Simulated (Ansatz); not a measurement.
Cu3Sn in space group Fm-3m (No. 225; Cu on 4b, Cu on 8c, Sn on 4a) at seven volumes, plane-wave PAW PBEsol (Ansatz code), scaled uniformly. One row is withheld.

```
V (Å³/atom)  P (GPa)
-----------  -------
12.610         15.65
13.025          9.44
13.441          4.28
13.857         -0.01
14.273         -3.57
14.688         -6.51
15.104             ?
```

Q: Fit the shown pressures and predict the withheld one.

A: Third-order Birch–Murnaghan: P = (3/2)B₀(x^(7/2) − x^(5/2))[1 + (3/4)(B′ − 4)(x − 1)] with x = (V₀/V)^(2/3). Least squares on the six rows gives V₀ = 13.856 Å³/atom, B₀ = 129.9 GPa, B′ = 5.20. At V = 15.104, x = 0.9441 and P = -8.96 GPa. The run itself gave -8.93 GPa.

The first step of the workflow began from a Materials Project structure, measured or hypothetical; the Crystallography Open Database copy checked does not list it. COD files the formula under space group No. 59, 63. With Cu and Sn taken as one species the cell has the higher symmetry Im-3m, so it may be an ordered model of a mixed-site phase. Its standing as an ambient phase is unchecked. The PBEsol relaxation kept the symmetry of its start. At this level the phase is mechanically unstable. No spin polarisation was allowed. Spin–orbit coupling is left out wherever it is not named.

Potentials: the later of the program's two PAW sets.
